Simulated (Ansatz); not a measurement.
Relaxed ZnS (zinc blende):

```
CELL_PARAMETERS angstrom
      0.00000     5.39041     5.39041
      2.69520     0.00000     2.69520
      2.69520     2.69520     0.00000
ATOMIC_POSITIONS crystal
  S  0.37500 0.75000 0.75000
  S  0.87500 0.75000 0.75000
  Zn 0.00000 0.00000 0.00000
  Zn 0.50000 0.00000 0.00000
```

The atoms are displaced by Q × the pattern below (from a DFPT mode at L = (0.5, 0.0, 0.0), largest move 1; Q in Å), at fixed cell. (q is in reciprocal vectors of the primitive cell; the cell shown is doubled to hold the pattern.)

```tsv
atom	x	y	z
S1	-0.141	0.141	0.141
S2	0.141	-0.141	-0.141
Zn3	-0.577	0.577	0.577
Zn4	0.577	-0.577	-0.577
```

All values below come from r2SCAN (plane waves to 500 eV, PAW, scalar-relativistic; Ansatz, an electronic-structure program). k mesh 11×11×11 (Γ-centred), Fermi-Dirac smearing 0.05 eV. E stands for the smeared free energy. The PAW data are Ansatz's earlier set. ZnS was relaxed with its symmetry unable to fall. ΔE is measured from the undisplaced structure.

```
Q (Å)   ΔE (meV/cell)
------  -------------
-0.180            307
-0.120            136
-0.060             34
0.000               0
0.060              34
0.120             136
0.180             307
```

Q: Which DFPT wavenumber at L = (0.5, 0.0, 0.0) belongs to this mode?
(A) 72 cm⁻¹
(B) 196 cm⁻¹
(C) 337 cm⁻¹
(D) 287 cm⁻¹

A: B, 196 cm⁻¹. The curvature of the scan gives 196 cm⁻¹

(A displaced cell: forces are minus the slopes of the energy, force constants its curvatures, and phonons follow from these.)
